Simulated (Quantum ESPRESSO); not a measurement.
# Mg3Cl2Se2: input and log of a self-consistent run

Computed values, not a measurement. The program is pw.x of Quantum ESPRESSO 7.5 (plane-wave density functional theory). The cell is made up: 7 atoms on a wurtzite lattice with one site empty, with randomly drawn elements, strain and displacements, not relaxed. PseudoDojo standard norm-conserving files (v0.5 for PBE, v0.4.1 for LDA and PBEsol) set the functional; there is no spin polarisation, spin-orbit coupling or dispersion term, and the masses in the input are unused placeholders.

Input:

```
&control calculation='scf', pseudo_dir='./dojo.nc.sr.pbe.v0_5.standard.upf', outdir='./o', disk_io='low', tprnfor=.true., tstress=.true. /
&system ibrav=0, nat=7, ntyp=3, nbnd=44, ecutwfc=107.82251126, nosym=.true., tot_charge=0,
 occupations='smearing', smearing='fd', degauss=0.0018374661
/
&electrons conv_thr=7.350e-09, electron_maxstep=60, /
ATOMIC_SPECIES
Cl 1.0 Cl.upf
Mg 1.0 Mg.upf
Se 1.0 Se.upf
CELL_PARAMETERS angstrom
4.068 0.0 0.0
0.0 7.046 0.0
0.0 0.0 6.6431
ATOMIC_POSITIONS angstrom
Mg -0.0012 -0.0118 -0.045
Mg 1.9442 3.5715 0.0366
Mg -0.0475 4.6908 3.2838
Cl 0.016 0.0582 2.5392
Se 2.0573 3.5536 2.4802
Se 2.0472 1.1369 5.7795
Cl -0.0013 4.7662 5.7771
K_POINTS automatic
6 6 6 1 1 1
```

The log is shortened where brackets say so; the opening notice, blank lines, dates and the lines on written files are dropped, and the path of the files is cut. It prints rydbergs, bohrs and kilobars, and counts compression as positive stress. With no partly filled state, the Fermi energy that it prints is only some level between the filled and the empty states on the mesh, and need not lie in the true gap.

```
     Program PWSCF v.7.5
     Parallel version (MPI & OpenMP), running on       4 processor cores
     Number of MPI processes:                 4
     Threads/MPI process:                     1
     [start-up lines left out]
     bravais-lattice index     =            0
     lattice parameter (alat)  =       7.6874  a.u.
     unit-cell volume          =    1284.9640 (a.u.)^3
     number of atoms/cell      =            7
     number of atomic types    =            3
     number of electrons       =        76.00
     number of Kohn-Sham states=           44
     kinetic-energy cutoff     =     107.8225  Ry
     charge density cutoff     =     431.2900  Ry
     scf convergence threshold =      7.3E-09
     mixing beta               =       0.7000
     number of iterations used =            8  plain     mixing
     Exchange-correlation= PBE
                           (   1   4   3   4   0   0   0)
     [axes and pseudopotential details left out]
   Cartesian axes
     site n.     atom                  positions (alat units)
         1        Mg     tau(   1) = (  -0.0002950  -0.0029007  -0.0110619  )
         2        Mg     tau(   2) = (   0.4779253   0.8779499   0.0089971  )
         3        Mg     tau(   3) = (  -0.0116765   1.1530973   0.8072271  )
         4        Cl     tau(   4) = (   0.0039331   0.0143068   0.6241888  )
         5        Se     tau(   5) = (   0.5057276   0.8735497   0.6096853  )
         6        Se     tau(   6) = (   0.5032448   0.2794739   1.4207227  )
         7        Cl     tau(   7) = (  -0.0003196   1.1716323   1.4201327  )
     number of k points=   108  Fermi-Dirac smearing, width (Ry)=  0.0018
     Number of k-points >= 100: set verbosity='high' to print them.
     Dense  grid:   194293 G-vectors     FFT dimensions: (  54,  90,  90)
     Estimated max dynamical RAM per process >     685.63 MB
     Estimated total dynamical RAM >       2.54 GB
     Initial potential from superposition of free atoms
     starting charge      75.9974, renormalised to      76.0000
     Starting wfcs are   41 randomized atomic wfcs +    3 random wfcs
     total cpu time spent up to now is       26.7 secs
     per-process dynamical memory:   576.3 Mb
     Self-consistent Calculation
     iteration #  1     ecut=   107.82 Ry     beta= 0.70
     Davidson diagonalization with overlap
     ethr =  1.00E-02,  avg # of iterations =  6.8
     Threshold (ethr) on eigenvalues was too large:
     Diagonalizing with lowered threshold
     Davidson diagonalization with overlap
     ethr =  6.39E-04,  avg # of iterations =  1.5
     total cpu time spent up to now is      215.3 secs
     total energy              =    -907.38627358 Ry
     estimated scf accuracy    <       0.47600846 Ry
     iteration #  2     ecut=   107.82 Ry     beta= 0.70
     Davidson diagonalization with overlap
     ethr =  6.26E-04,  avg # of iterations =  6.4
     total cpu time spent up to now is      327.1 secs
     total energy              =    -907.48328208 Ry
     estimated scf accuracy    <       0.24429468 Ry
     iteration #  3     ecut=   107.82 Ry     beta= 0.70
     Davidson diagonalization with overlap
     ethr =  3.21E-04,  avg # of iterations =  2.2
     total cpu time spent up to now is      423.5 secs
     total energy              =    -907.54378093 Ry
     estimated scf accuracy    <       0.01382778 Ry
     iteration #  4     ecut=   107.82 Ry     beta= 0.70
     Davidson diagonalization with overlap
     ethr =  1.82E-05,  avg # of iterations =  6.8
     total cpu time spent up to now is      531.0 secs
     total energy              =    -907.54671163 Ry
     estimated scf accuracy    <       0.00155677 Ry
     iteration #  5     ecut=   107.82 Ry     beta= 0.70
     Davidson diagonalization with overlap
     ethr =  2.05E-06,  avg # of iterations =  6.6
     total cpu time spent up to now is      645.9 secs
     total energy              =    -907.54703214 Ry
     estimated scf accuracy    <       0.00017232 Ry
     iteration #  6     ecut=   107.82 Ry     beta= 0.70
     Davidson diagonalization with overlap
     ethr =  2.27E-07,  avg # of iterations =  2.0
     total cpu time spent up to now is      742.1 secs
     total energy              =    -907.54707188 Ry
     estimated scf accuracy    <       0.00000692 Ry
     iteration #  7     ecut=   107.82 Ry     beta= 0.70
     Davidson diagonalization with overlap
     ethr =  9.11E-09,  avg # of iterations =  2.9
     total cpu time spent up to now is      841.6 secs
     total energy              =    -907.54707395 Ry
     estimated scf accuracy    <       0.00000152 Ry
     iteration #  8     ecut=   107.82 Ry     beta= 0.70
     Davidson diagonalization with overlap
     ethr =  2.00E-09,  avg # of iterations =  2.0
     total cpu time spent up to now is      930.5 secs
     total energy              =    -907.54707430 Ry
     estimated scf accuracy    <       0.00000021 Ry
     iteration #  9     ecut=   107.82 Ry     beta= 0.70
     Davidson diagonalization with overlap
     ethr =  2.79E-10,  avg # of iterations =  2.4
     total cpu time spent up to now is     1019.5 secs
     total energy              =    -907.54707435 Ry
     estimated scf accuracy    <       0.00000001 Ry
     iteration # 10     ecut=   107.82 Ry     beta= 0.70
     Davidson diagonalization with overlap
     ethr =  1.92E-11,  avg # of iterations =  3.4
     total cpu time spent up to now is     1132.1 secs
     End of self-consistent calculation
     Number of k-points >= 100: set verbosity='high' to print the bands.
     the Fermi energy is     4.7388 ev
!    total energy              =    -907.54707436 Ry
     estimated scf accuracy    <          3.7E-09 Ry
     smearing contrib. (-TS)   =      -0.00000000 Ry
     internal energy E=F+TS    =    -907.54707436 Ry
     The total energy is F=E-TS. E is the sum of the following terms:
     one-electron contribution =    -687.12452409 Ry
     hartree contribution      =     342.19731135 Ry
     xc contribution           =    -162.55449191 Ry
     ewald contribution        =    -400.06536971 Ry
     convergence has been achieved in  10 iterations
     Forces acting on atoms (cartesian axes, Ry/au):
     atom    1 type  2   force =     0.00432906    0.04635625    0.05201843
     atom    2 type  2   force =     0.00965425   -0.04821103    0.00613862
     atom    3 type  2   force =     0.02193743    0.04400663   -0.03652184
     atom    4 type  1   force =    -0.00076730   -0.03556290   -0.01661659
     atom    5 type  3   force =    -0.02169697   -0.01069882    0.01095285
     atom    6 type  3   force =    -0.00552468    0.01734759   -0.01343588
     atom    7 type  1   force =    -0.00793179   -0.01323771   -0.00253559
     Total force =     0.118674     Total SCF correction =     0.000223
     Computing stress (Cartesian axis) and pressure
          total   stress  (Ry/bohr**3)                   (kbar)     P=       13.28
   0.00025448   0.00001864   0.00004046           37.43        2.74        5.95
   0.00001864  -0.00002455   0.00003787            2.74       -3.61        5.57
   0.00004046   0.00003787   0.00004096            5.95        5.57        6.03
     init_run     :     19.82s CPU     20.67s WALL (       1 calls)
     electrons    :   1096.15s CPU   1105.56s WALL (       1 calls)
     forces       :      8.85s CPU      8.88s WALL (       1 calls)
     stress       :     31.73s CPU     31.75s WALL (       1 calls)
     [timing details left out]
     PWSCF        :  19m23.14s CPU  19m33.62s WALL
     JOB DONE.
```

In other units: free energy -12347.807 eV for the cell, pressure 1.33 GPa, largest force component 1.337 eV/Å. This run is the check on a run of the same cell at 1170 eV and a 4 x 4 x 4 mesh: rerunning at 1467 eV and a 6 x 6 x 6 mesh moved values by no more than 0.010 eV in energy, 0.08 GPa in stress and 0.006 eV/Å in force.